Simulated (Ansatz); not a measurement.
Cl (simple cubic, space group No. 221) under volume change, DFT-PBE in the program Ansatz with PAW potentials, scaled uniformly.

```csv
V (Å³/atom),E − E(relaxed) (meV/atom),P (GPa)
21.288,(withheld),(withheld)
21.990,10.3,2.50
22.692,2.4,1.13
23.394,0.0,0.00
24.096,2.1,-0.94
24.797,8.0,-1.71
25.499,(withheld),(withheld)
```

Q: Some entries are withheld; supply them.

A: 
- 25.499, E − E(relaxed) (meV/atom): 16.9
- 25.499, P (GPa): -2.34
- 21.288, E − E(relaxed) (meV/atom): 24.7
- 21.288, P (GPa): 4.14

Q: What does a third-order Birch–Murnaghan fit give for V₀, B₀ and B′?

A: V₀ = 23.39 Å³/atom, B₀ = 34.2 GPa, B′ = 5.3.

Space group Pm-3m (simple cubic). A made-up cell: these elements were put on the sites of a structure type; neither database checked (COD, Materials Project) lists it. It is not the usual solid phase (space group No. 64). Symmetry was held in the PBE relaxation; whether a distortion lowers the energy is not shown. The substance is a gas or liquid at ambient conditions.

Potentials: the later of the program's two PAW sets.
